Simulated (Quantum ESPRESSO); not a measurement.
## Band energies of Ba$_{2}$NF

```
Ba2NF
1.0
    1.95130     1.12658     6.46853
   -1.95130     1.12658     6.46853
    0.00000    -2.25317     6.46853
N F Ba
1 1 2
Direct
  0.50000   0.50000   0.50000
  0.00000   0.00000   0.00000
  0.75665   0.75665   0.75665
  0.24335   0.24335   0.24335
```

LDA (pw.x of Quantum ESPRESSO, ONCV potentials, no spin-orbit coupling); path ΓLB1,BZΓX,QFP1Z,LP; energies in eV from the valence-band maximum.

| k (1/Å) | point | band 12 | band 13 | band 14 | band 15 | band 16 | band 17 | band 18 | band 19 |
|---|---|---|---|---|---|---|---|---|---|
| 0.00 | Γ | -5.53 | -5.53 | -1.25 | -0.54 | -0.54 | 1.91 | 3.38 | 3.55 |
| 0.35 |  | -5.50 | -5.49 | -0.94 | -0.64 | -0.43 | 2.64 | 2.80 | 3.81 |
| 0.71 |  | -5.45 | -5.40 | -0.85 | -0.28 | -0.08 | 1.99 | 2.86 | 4.03 |
| 0.94 | L | -5.44 | -5.32 | -0.85 | -0.25 | -0.06 | 1.87 | 2.75 | 4.16 |
| 1.06 |  | -5.45 | -5.32 | -0.76 | -0.24 | -0.07 | 1.99 | 2.80 | 4.05 |
| 1.43 |  | -5.49 | -5.38 | -0.36 | -0.22 | -0.11 | 2.84 | 3.30 | 3.71 |
| 1.55 | B1 | -5.44 | -5.40 | -0.44 | -0.26 | -0.11 | 2.54 | 2.97 | 4.09 |
| 1.55 | B | -5.44 | -5.40 | -0.44 | -0.26 | -0.11 | 2.54 | 2.97 | 4.09 |
| 1.66 |  | -5.43 | -5.38 | -0.51 | -0.31 | -0.15 | 2.30 | 2.58 | 4.29 |
| 1.99 |  | -5.46 | -5.41 | -0.68 | -0.40 | -0.31 | 1.93 | 2.18 | 3.89 |
| 2.33 |  | -5.52 | -5.51 | -1.18 | -0.54 | -0.53 | 2.45 | 2.71 | 3.67 |
| 2.55 | Z | -5.52 | -5.52 | -1.44 | -0.62 | -0.62 | 2.75 | 2.91 | 4.08 |
| 2.67 |  | -5.52 | -5.52 | -1.42 | -0.61 | -0.61 | 2.65 | 2.94 | 3.95 |
| 3.04 | Γ | -5.53 | -5.53 | -1.25 | -0.54 | -0.54 | 1.91 | 3.38 | 3.55 |
| 3.44 |  | -5.49 | -5.48 | -0.82 | -0.72 | -0.38 | 2.76 | 2.98 | 3.77 |
| 3.74 |  | -5.50 | -5.47 | -0.43 | -0.41 | -0.12 | 2.88 | 2.93 | 3.39 |
| 4.04 |  | -5.47 | -5.42 | -0.36 | -0.21 | -0.10 | 2.86 | 3.21 | 3.79 |
| 4.15 | X | -5.43 | -5.40 | -0.40 | -0.28 | -0.08 | 2.55 | 3.28 | 3.72 |
| 4.15 | Q | -5.43 | -5.40 | -0.40 | -0.28 | -0.08 | 2.55 | 3.28 | 3.72 |
| 4.25 |  | -5.41 | -5.40 | -0.42 | -0.41 | -0.05 | 2.02 | 3.40 | 3.94 |
| 4.55 |  | -5.50 | -5.47 | -0.79 | -0.25 | 0.00 | 0.81 | 3.78 | 4.44 |
| 4.65 | F | -5.51 | -5.48 | -0.83 | -0.22 | 0.00 | 0.72 | 3.82 | 4.40 |
| 4.65 | P1 | -5.50 | -5.43 | -0.80 | -0.22 | -0.05 | 0.87 | 3.71 | 4.40 |
| 4.74 |  | -5.50 | -5.40 | -0.78 | -0.23 | -0.10 | 0.88 | 3.61 | 4.29 |
| 5.00 |  | -5.51 | -5.41 | -0.77 | -0.32 | -0.29 | 1.34 | 3.05 | 3.73 |
| 5.26 |  | -5.51 | -5.51 | -1.10 | -0.51 | -0.51 | 2.25 | 2.81 | 3.63 |
| 5.52 | Z | -5.52 | -5.52 | -1.44 | -0.62 | -0.62 | 2.75 | 2.91 | 4.08 |
| 5.52 | L | -5.44 | -5.32 | -0.85 | -0.25 | -0.06 | 1.87 | 2.75 | 4.16 |
| 5.85 | P | -5.50 | -5.43 | -0.80 | -0.22 | -0.05 | 0.87 | 3.71 | 4.40 |

The LDA gap is direct, 0.72 eV at F.

Geometry relaxed with LDA.

The structure is a Materials Project entry; no match was found in the copy of COD used, and its stability was not checked.
